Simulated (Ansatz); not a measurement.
**YbCr2: rattling a relaxed structure**

The structure comes from a generated guess, relaxed at this level; another structure or a mixture of phases may lie lower.

The calculation used DFT PBE, scalar-relativistic, plane waves, PAW in Ansatz 0.2.0. Settings: cutoff 420 eV, Γ-centred mesh 12×12×10 on the computed 3-atom cell, Gaussian smearing of 0.10 eV; no spin polarisation.

The cell below (3 atoms, space group P6/mmm (No. 191)) is relaxed within its symmetry.

```
CELL_PARAMETERS angstrom
3.66687 0.00000 0.00000
-1.83343 3.17560 0.00000
0.00000 0.00000 4.79781
ATOMIC_POSITIONS crystal
Yb 0.00000 0.00000 0.00000
Cr 0.66667 0.33333 0.50000
Cr 0.33333 0.66667 0.50000
```

For the test a repeat of it with 6 atoms (edges 3.67, 4.80, 6.35 Å) was strained at random (σ = 1.5 % a component), the atoms were moved at random (σ = 0.05 Å), and all was relaxed again on a coarse 6×4×4 mesh (in the run’s order of axes) with 0.20 eV smearing, with no symmetry imposed.

The 4f shell of Yb is treated without a Hubbard U. Trial moments died out on the coarse mesh, so the last step has no spin; another magnetic start might hold.

Question: What happens?

Answer: It returns, within 1 meV/atom of the unmoved cell on that mesh and with the same symmetry when read at 0.1 Å (Cmmm at 0.01 Å, so small strains and shifts remain). No instability shows in this cell; modes of other wave vectors, which need another repeat, aren't tested.
